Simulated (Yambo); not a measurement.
Yambo run on NaYS₂ (space group R-3m, No. 166). The wavefunctions are LDA (Quantum ESPRESSO, PseudoDojo norm-conserving, 88 Ry, without SOC) ones on a 4×4×4 mesh (16 occupied bands); a = b = c = 6.8378 Å, α = β = γ = 33.12°.

Yambo input:

```
rim_cut
HF_and_locXC
RandQpts= 1000000
RandGvec= 1 Ry
EXXRLvcs= 88 Ry
VXCRLvcs= 352 Ry
% QPkrange
 1 | 1 | 16 | 17 |
 7 | 7 | 16 | 17 |
%
```

k points by index: 1 = Γ, 7 = F.

Resulting energies as the program prints them:

```
#    K-point    Band    Eo [eV]    Ehf [eV]    Vxc [eV]    Vnlxc [eV]
#
    1    16    0.000000    -2.960989    -13.20556    -16.16655
    1    17    3.366015    9.008241    -12.27044    -6.628215
    7    16    -0.865087    -4.183631    -12.78996    -16.10850
    7    17    2.005796    6.628464    -10.84769    -6.225021
```
Exchange alone, without screening.

Geometry relaxed with LDA.
